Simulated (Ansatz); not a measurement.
# SiC (P6_3mc): elastic constants by finite strains

Method: r²SCAN, PAW on Ansatz 0.2.0's default frozen-core files (fitted under PBE), scalar-relativistic.

Cell and atoms were relaxed beforehand by PAW with this functional.

Command:

```sh
ansatz run input.yaml --threads 2 --pin off --max-ram 5120MiB --backend cpu --events-out ev --progress --plain --runs-dir out
```

input.yaml:

```yaml
crystal:
  lattice:
    - [3.07533502362, 0.0, 0.0]
    - [-1.53766751181, 2.66331825561, 0.0]
    - [0.0, 0.0, 5.04822006547]
  atoms:
    - { symbol: Si, position: [0.333333333333, 0.666666666667, 0.004598765647] }
    - { symbol: Si, position: [0.666666666667, 0.333333333333, 0.504598765647] }
    - { symbol: C, position: [0.333333333333, 0.666666666667, 0.380401234353] }
    - { symbol: C, position: [0.666666666667, 0.333333333333, 0.880401234353] }
kpoints:
  mp_grid: { grid: [8, 8, 6] }
scf:
  occupations: { method: fixed }
hamiltonian:
  xc: r2scan
  pseudopotentials: { kind: paw }
elastic:
  mode: relaxed_ion
  stencil: two_point
  amplitude: 0.005
```

The program printed:

```
Warning: RAYON_NUM_THREADS=2 ignored (pool sized by the plan → 2); use --threads N
Engine: ansatz 0.2.0, aarch64-unknown-linux-gnu
Pseudopotentials: kind: paw
Pseudopotential: Si, paw, valence charge 4, recommended cutoff 500 eV (meta_gga), Si.paw.azcp
Pseudopotential: C, paw, valence charge 4, recommended cutoff 500 eV (meta_gga), C.paw.azcp
Functional definition: r2SCAN
  parameter k0 = 0.174
  parameter k1 = 0.065
  parameter a1 = 4.9479
  exchange = r2scan_x(k0 = k0, k1 = k1, a1 = a1)
  correlation = r2scan_c
Crystal: 4 atoms, lattice volume = 41.348 Å³
Basis set: ecut = 500 eV, 1099 PW (Γ), exchange–correlation on 96×96×160 points (64 copies of the dense FFT grid, shifted against one another)
Bands: 12, of which v1, the nominal top of the filled ones, is band 8 counted from 1 (7 counted from 0)
Symmetry: 12 space group operations
Space group: P63mc (ITA 186), of the structure as read, at distance tolerance 3.5e-5 Å
k-points: 40 of 384 (time reversal used)
Non-local potential: Si, projectors of the file, l = 0: 2, l = 1: 2, l = 2: 2
Non-local potential: C, projectors of the file, l = 0: 2, l = 1: 2, l = 2: 1
PAW form: soft (Blöchl's): semilocal exchange-correlation on the pseudo side does not see the compensation charge
PAW frozen core: Si, regenerated for the run's functional (the file was generated under x = pbe(κ = 0.804, μ = 0.2195149727645171), c = pbe(β = 0.06672455060314922))
PAW frozen core: C, regenerated for the run's functional (the file was generated under x = pbe(κ = 0.804, μ = 0.2195149727645171), c = pbe(β = 0.06672455060314922))
PAW one-centre angular grid: Si, 302 points (default); XC on 160 Gauss nodes
PAW one-centre angular grid: C, 302 points (default); XC on 239 of its mesh's 2573 points in the sphere
Initial density: superposition of atomic densities (neutral atoms: chi_scale 0, normalization atom), corrected by the library's trained network
Initial wavefunctions: pseudopotential atomic-orbital guess
Functional: x = r2scan, c = r2scan; τ floored in thin density (d = 2e-4 eV/Å³)
SCF iter   1: F=—  HF=-1782.561060 eV  |F-HF|=—  |Δ(HF+E_count)|=         —  Δρ=5.87e-3  dr2=9.21e-3  dr2_τ=3.90e-1  ethr=1.77e-3  ⟨swp⟩=4.3  Hψ=2785  notcnv=0  defer=76
preconditioner: auto → none  [insulator: Δε(μ)=2.879 eV  Ē_g=12.762 eV  n_scr=2 (ndim 8)  ℏωp=23.1 eV  f_vac=0.000  ε∞_Penn≈4.3]
SCF iter   2: F=—  HF=-1782.650866 eV  |F-HF|=—  |Δ(HF+E_count)|=   8.98e-2  Δρ=4.03e-3  dr2=3.59e-3  dr2_τ=6.61e-5  ethr=5.76e-5  ⟨swp⟩=3.0  Hψ=1275  notcnv=0  defer=79
SCF iter   3: F=—  HF=-1782.650768 eV  |F-HF|=—  |Δ(HF+E_count)|=   9.76e-5  Δρ=1.21e-3  dr2=5.30e-4  dr2_τ=1.02e-5  ethr=2.24e-5  ⟨swp⟩=2.0  Hψ=847  notcnv=0  defer=79
SCF iter   4: F=—  HF=-1782.650822 eV  |F-HF|=—  |Δ(HF+E_count)|=   5.37e-5  Δρ=1.72e-4  dr2=8.28e-6  dr2_τ=2.30e-6  ethr=3.31e-6  ⟨swp⟩=2.1  Hψ=860  notcnv=0  defer=79
SCF iter   5: F=—  HF=-1782.650820 eV  |F-HF|=—  |Δ(HF+E_count)|=   2.16e-6  Δρ=6.11e-5  dr2=9.88e-7  dr2_τ=4.01e-8  ethr=5.17e-8  ⟨swp⟩=2.0  Hψ=785  notcnv=0
SCF iter   6: F=—  HF=-1782.650821 eV  |F-HF|=—  |Δ(HF+E_count)|=   9.80e-7  Δρ=1.93e-5  dr2=1.03e-7  dr2_τ=1.13e-9  ethr=6.18e-9  ⟨swp⟩=2.0  Hψ=800  notcnv=0
[... 125 lines left out ...]
Free energy (F): -1782.650821 eV
Harris-Foulkes:  -1782.650821 eV  (|F-HF|=9.09e-13)
Internal energy: -1782.650821 eV  (E = F + TS)
E sigma→0 (E₀):  -1782.650821 eV
Fermi energy:    9.525607 eV
--- Per-component energies (eV) ---
  E_band       = 51.179042
  E_kinetic    = 272.230938
  E_local      = -208.972878  (includes V_loc(G=0)·N_el)
  E_nonlocal   = 100.679788
  E_hartree    = 65.875587
  E_xc         = -202.783256
  E_vxc        = -237.377594  (∫ρ·V_xc dr)
  E_paw        = -1240.569685  (= ΣΔE_a)
  E_vpaw       = -18.274579  (= ΣTr[D̂ρ^β])
  E_aug_tail   = 0.000016  (compensation charges beyond the density's cutoff)
  E_vtau       = 11.142177  (kinetic-family band-sum trace: ∫τ·v_τ [+ j·A + Jᵃ·Aᵃ] dr)
  E_ewald      = -568.908918
  E_core_change = -0.202413  (= ΣΔE_core)
  E_smearing   = -0.000000  (= −TS)
  E_closure    = -0.000000  (closes the sum)
  Σ components = -1782.650821   (vs F -1782.650821, Δ=0.00e0)
--- Forces (eV/Å), atoms counted from 1 ---
  atom   1  Si     0.00000000     0.00000000     0.00000162
  atom   2  Si     0.00000000    -0.00000000     0.00000162
  atom   3  C     -0.00000000     0.00000000     0.00000191
  atom   4  C      0.00000000    -0.00000000     0.00000191
  max |Σ_I F_I| component: 7.06e-6 eV/Å
--- Stress (GPa, compression-positive) ---
        0.006788       0.000000      -0.000000
       -0.000000       0.006788       0.000000
       -0.000000       0.000000      -0.014301
  P = ⅓ Tr σ = -0.0002 GPa (-0.002 kbar)
--- Elastic constants: 3 strain directions × 2 members + reference (group order 12) ---
  dense FFT box of the reference and of every strained cell: 24×24×40
  strains applied: 11, 33, 23; error gains: componentwise 1.00 (the most a stress slope's error grows in a printed constant), spectral 1.41 (1 for all six strains in a standard setting)
  reference relaxed by the batch: 3 steps; max|allowed force component| 7.13e-4 eV/Å at the deck's positions, 1.81e-7 at the last accepted step, 1.37e-7 by the solve of record
  largest displacement 1.9e-5 Å; the constants are those of the deck's cell at these positions:
  atoms:
    - { symbol: Si, position: [0.33333333333333337, 0.6666666666666667, 0.004594946267859179] }
    - { symbol: Si, position: [0.6666666666666667, 0.33333333333333337, 0.5045949462678592] }
    - { symbol: C, position: [0.33333333333333337, 0.6666666666666667, 0.38040505373214084] }
    - { symbol: C, position: [0.6666666666666667, 0.33333333333333337, 0.8804050537321408] }
  C = ∂σ_k/∂η_j (tension-positive GPa; Voigt order 11 22 33 23 13 12):
       533.416    106.723     49.109      0.000     -0.000     -0.000
       106.723    533.416     49.109     -0.000      0.000      0.000
        49.081     49.081    574.445     -0.000      0.000      0.000
        -0.000      0.000      0.000    164.786      0.000      0.000
        -0.000      0.000     -0.000     -0.000    164.786     -0.000
        -0.000      0.000     -0.000      0.000     -0.000    213.347
  reference stress σ⁰ (GPa):     -0.007     -0.007      0.014     -0.000      0.000      0.000
  C* (energy form; C + prestress term) asymmetry max|C*_kj − C*_jk| = 6.475e-3 GPa — a small one proves nothing (zero by symmetry where the batch's group is 432, −43m or m−3m); a large one is finite-difference/SCF noise where ...
  moduli (Voigt/Reuss/Hill, GPa): K = 227.90/227.86/227.88   G = 204.34/197.79/201.07   E = 466.11   ν = 0.159
  mechanically stable: yes (min eigenvalue of sym C = 164.79 GPa)
  strain η (Voigt 11):  stress-route row diagonal C_11 = 533.42 GPa, energy-path curvature d²(F+E_count+ΔE)/dδ²/Ω₀ = 533.39 GPa
         δ    σ_11 (GPa)             F (eV)   n_scf  n_hpsi   n_pw
    -5.000e-3      -2.7100       -1782.6490778       2   10041   1075   relax 4 steps, max|allowed force component| 4.51e-6 eV/Å
     5.000e-3       2.6242       -1782.6491245       2   10094   1099   relax 3 steps, max|allowed force component| 2.49e-6 eV/Å
  strain η (Voigt 33):  stress-route row diagonal C_33 = 574.44 GPa, energy-path curvature d²(F+E_count+ΔE)/dδ²/Ω₀ = 574.48 GPa
         δ    σ_33 (GPa)             F (eV)   n_scf  n_hpsi   n_pw
    -5.000e-3      -2.8884       -1782.6489752       2    4821   1087   relax 3 steps, max|allowed force component| 6.29e-6 eV/Å
     5.000e-3       2.8560       -1782.6489657       2    4777   1099   relax 3 steps, max|allowed force component| 8.57e-6 eV/Å
  strain η (Voigt 23):  stress-route row diagonal C_44 = 164.79 GPa, energy-path curvature d²(F+E_count+ΔE)/dδ²/Ω₀ = 164.76 GPa
         δ    σ_23 (GPa)             F (eV)   n_scf  n_hpsi   n_pw
    -5.000e-3      -0.8239       -1782.6502908       2   13658   1097   relax 3 steps, max|allowed force component| 1.78e-5 eV/Å
     5.000e-3       0.8239       -1782.6502908       2   13637   1097   relax 4 steps, max|allowed force component| 4.16e-5 eV/Å
```

Self-consistency was reached.

**Elastic moduli**

Elastic constants of a crystal by Kohn-Sham DFT: slopes of the stress over finite engineering strains of the given cell, Voigt indices, Cartesian axes as in the input; Hill averages of a grain aggregate, Debye temperature from the mean sound speed over directions.

```json
{"Bulk modulus": "227.9 GPa", "Shear modulus": "201.1 GPa", "Young modulus": "466.1 GPa", "Poisson ratio": "0.1591", "Bulk over shear modulus": "1.133", "Elastic anisotropy index": "0.1658", "Least young modulus": "419.1 GPa", "Largest young modulus": "566.9 GPa", "Longitudinal sound speed": "12410 m/s", "Transverse sound speed": "7901 m/s", "Elastic debye temperature": "1183 K", "Linear compressibility (x, y, z)": "1.448, 1.448, 1.493 1/TPa"}
```

### Elastic constants

```json
{
 "Pressure at rest": "0 GPa",
 "Least elastic eigenvalue": "164.8 GPa",
 "Elastically stable": "yes"
}
```

| index | elastic (GPa) |
| --- | --- |
| 11 | 533.4 |
| 12 | 106.7 |
| 13 | 49.1 |
| 33 | 574.4 |
| 44 | 164.8 |

**Strained cells**

Stress of each strained cell less that at rest, tension positive.

```
strain component  strain  stress xx (GPa)  stress yy (GPa)  stress zz (GPa)  stress yz (GPa)  stress xz (GPa)  stress xy (GPa)  relaxation steps
              xx  -0.005           -2.703          -0.5397          -0.2478                0                0                0                 4
              xx   0.005            2.631           0.5275            0.243                0                0                0                 3
              zz  -0.005          -0.2543          -0.2543           -2.903                0                0                0                 3
              zz   0.005           0.2368           0.2368            2.842                0                0                0                 3
              yz  -0.005          -0.0023           0.0029          -0.0026          -0.8239                0                0                 3
              yz   0.005          -0.0023           0.0029          -0.0026           0.8239                0                0                 4
```

Known limits: frozen-core PAW files fitted under PBE, their cores solved anew for the functional of the run; constants at zero field, no piezoelectric stiffening.

Cost: 120 s on 2 threads of Arm Neoverse V1 (shared host), peak memory 0.5 GiB.
